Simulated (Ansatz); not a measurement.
# HgPd under strong compression

```
Hg Pd
1.0
     3.02600    0.00000    0.00000
     0.00000    3.02600    0.00000
     0.00000    0.00000    3.70200
Hg Pd
1 1
Direct
  0.00000 0.00000 0.00000
  0.50000 0.50000 0.50000
```

The base volume is that of a database entry, so it needn't be at zero pressure; the structure needn't be the stable phase, at rest or compressed.

Its volume is scaled at fixed shape and fractional positions.

Computed with Ansatz 0.2.0; functional PBEsol, scalar-relativistic. Settings: a Γ-centred 12×12×10 k mesh, Fermi–Dirac smearing of 0.05 eV, no spin polarisation. Methods: LAPW: all electrons, basis error target 1 meV/atom; PAW: frozen-core files, cutoff 420 eV; norm-conserving: pseudopotentials, cutoff 1116 eV.

Energies are extrapolated to zero smearing and count from the unscaled cell; pressure is positive in compression; gaps take the mesh and a band path. No temperature or zero-point motion is included.

Spin–orbit coupling is left out, which matters for the heavy atoms. The PAW files were made under PBE.

| V/V0 | V (Å³/atom) | P LAPW (GPa) | ΔE LAPW (eV/atom) | P PAW − LAPW (GPa) | ΔE PAW − LAPW (meV/atom) |
| --- | --- | --- | --- | --- | --- |
| 1.00 | 16.95 | -0.04 | 0.000 | 0.02 | 0.0 |
| 0.85 | 14.41 | ? | 0.251 | -0.01 | 0.2 |
| 0.55 | 9.32 | 444.6 | ? | -0.32 | -5.2 |
| 0.50 | 8.47 | 657.3 | 8.605 | -0.04 | -6.3 |

(1) Fill in "P LAPW (GPa)" for the row "0.85".

(2) Fill in "ΔE LAPW (eV/atom)" for the row "0.55".

(3) At the smallest volume, how far does norm-conserving lie from LAPW in pressure?

(4) How do the Löwdin populations by LAPW change from the unscaled cell to the last row?

## Answers

(1) 37.8.

(2) 5.730.

(3) norm-conserving: +1.25 GPa, on a LAPW pressure of 657.3 GPa.

(4) Hg 6s 1.58 → 1.55, Hg 5d 9.96 → 9.90, Pd 4d 9.60 → 9.70 electrons an atom. These are projections on the shells that the free atoms fill; 0.87 e a cell lies outside them at the start and 0.87 e at the end.
